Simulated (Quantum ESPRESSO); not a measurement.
```cif
data_O6W2
_chemical_formula_sum 'O6 W2'
_space_group_name_H-M_alt 'Pmma'
_space_group_IT_number 51
_space_group_name_Hall '-P 2a 2a'
_cell_length_a 7.72025
_cell_length_b 3.85969
_cell_length_c 3.86677
_cell_angle_alpha 90.000
_cell_angle_beta 90.000
_cell_angle_gamma 90.000
loop_
_space_group_symop_operation_xyz
  'x, y, z'
  '-x, -y, -z'
  '-x+1/2, -y, z'
  'x+1/2, y, -z'
  'x+1/2, -y, -z'
  '-x+1/2, y, z'
  '-x, y, -z'
  'x, -y, z'
loop_
_atom_site_label
_atom_site_type_symbol
_atom_site_symmetry_multiplicity
_atom_site_Wyckoff_symbol
_atom_site_fract_x
_atom_site_fract_y
_atom_site_fract_z
_atom_site_occupancy
O1 O 2 f 0.25000 0.50000 0.01034 1
O2 O 2 e 0.25000 0.00000 0.50336 1
O3 O 2 a 0.00000 0.00000 0.00000 1
W1 W 2 e 0.75000 0.00000 0.01078 1
```

The geometry is that of Materials Project entry mp-715923, symmetrised and not relaxed again.

Q: What does PBEsol (Quantum ESPRESSO, PseudoDojo norm-conserving, 84 Ry, scalar-relativistic) give for the electronic structure near the Fermi level?

A: The PBEsol gap is indirect, 0.54 eV, from S to Γ; the smallest direct gap is 0.62 eV. Without spin-orbit coupling, band edges of such heavy elements can be off by tenths of an eV.

The structure is a Materials Project entry; no match was found in the copy of COD used, and its stability was not checked.

Letters of k points follow the standard setting of the lattice, whose axes may be ordered differently from the printed cell.
